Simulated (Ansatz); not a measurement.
Input:

AlCl₃:
```
AlCl3
1.0
    2.92250     5.05823     0.00000
   -2.92250     5.05823     0.00000
   -1.89000     0.00000     5.68176
Al Cl
2 6
Direct
  0.16656   0.16656   0.00000
  0.83344   0.83344   0.00000
  0.78086   0.21914   0.76672
  0.21914   0.78086   0.23328
  0.92945   0.42520   0.23134
  0.07055   0.57480   0.76866
  0.42520   0.92945   0.76866
  0.57480   0.07055   0.23134
```

This is the LDA-relaxed structure. x, y and z are the axes in which the lattice vectors are written.

Question: All from the program Ansatz at the LDA level (PAW), unless another level is named. Give the formation energy from the elements (no fitted shifts).

Answer: -150 kJ/mol-atom.

Question: Predict the electron effective mass.

Answer: 0.66, 0.84, 1.3 mₑ (principal values).

Question: And the band gap?

Answer: 4.91 eV (indirect).

Question: Give the weight of the valence-edge state by species (Voronoi cells).

Answer: Cl 98 %, Al 2 %.

Question: Next, the weight of the conduction-edge state by species (Voronoi cells)?

Answer: Cl 63 %, Al 37 %.

Question: Give the valence-band maximum.

Answer: at Y (k = 0.500, 0.500, 0.000).

Space group C2/m. The workflow started from a Materials Project entry (that database holds measured and hypothetical structures alike); the Crystallography Open Database files this formula in space group No. 12, but the cells were not matched. Its standing as an ambient phase is unchecked. The LDA relaxation kept the symmetry of its start; phonons on a q-mesh show no instability. A crystal of weakly bound layers computed without a dispersion correction: the cell and the soft elastic constants depend strongly on that. The references are the lowest solids computed at this level, not always the standard phases (solids in place of the gases).

Potentials: the later of the program's two PAW sets.
